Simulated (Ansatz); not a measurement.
**Structure relaxation, Co2Si**

The start is a generated cell, Co2Si built in the AFLOW prototype A2B_oP12_62_2c_c (C23, as in PbCl2). Cell shape, volume and atoms are optimised at zero target pressure with PBEsol (plane waves to 420 eV, PAW, scalar-relativistic; Ansatz, an electronic-structure program). The first steps use a coarse 4×6×3 k-mesh.

Input geometry:
```
CELL_PARAMETERS angstrom
      5.65895     0.00000     0.00000
      0.00000     3.36712     0.00000
      0.00000     0.00000     6.71701
ATOMIC_POSITIONS crystal
  Si 0.73770 0.25000 0.59590
  Si 0.23770 0.25000 0.90410
  Si 0.26230 0.75000 0.40410
  Si 0.76230 0.75000 0.09590
  Co 0.62500 0.25000 0.92170
  Co 0.12500 0.25000 0.57830
  Co 0.37500 0.75000 0.07830
  Co 0.87500 0.75000 0.42170
  Co 0.52020 0.25000 0.33700
  Co 0.02020 0.25000 0.16300
  Co 0.47980 0.75000 0.66300
  Co 0.97980 0.75000 0.83700
```
Spin-polarised start, with parallel moments on Co.

Problem. What pressure does the first self-consistent step give?

Solution. +9 GPa (positive: the cell is compressed).

Problem. What is the largest force in the starting geometry, and on which atom (counted from 1)?

Solution. About 2.3 eV/Å, on Si1, Si2, Si3, Si4 (atoms numbered as listed).

Problem. How does the volume change?

Solution. -3.9 %, from 10.67 to 10.25 Å³/atom.

Problem. How do the shortest distances between atoms change?

Solution. The closest pairs of elements (up to four, under 3.6 Å), start → end: Co–Si 2.13 → 2.27 Å; Co–Co 2.44 → 2.44 Å; Si–Si 3.37 → 3.03 Å.

Problem. Is the relaxed structure metallic? Give its gap.

Solution. No gap (metallic).

Problem. What magnetic moments remain?

Solution. Net 0.14 μB/atom, ferromagnetic.

The space group stays Pnma (No. 62) (the run could not lower it); the end is AFLOW prototype A2B_oP12_62_2c_c (C37, as in Co2Si), with 12 atoms in the primitive magnetic cell. Final values are on a 8×10×6 k-mesh of the relaxed cell. Spin state reached: ferromagnetic (net 0.14 μB/atom), from parallel starting moments; other spin orders were not run from this start.

The run could not lose the symmetry of its start.
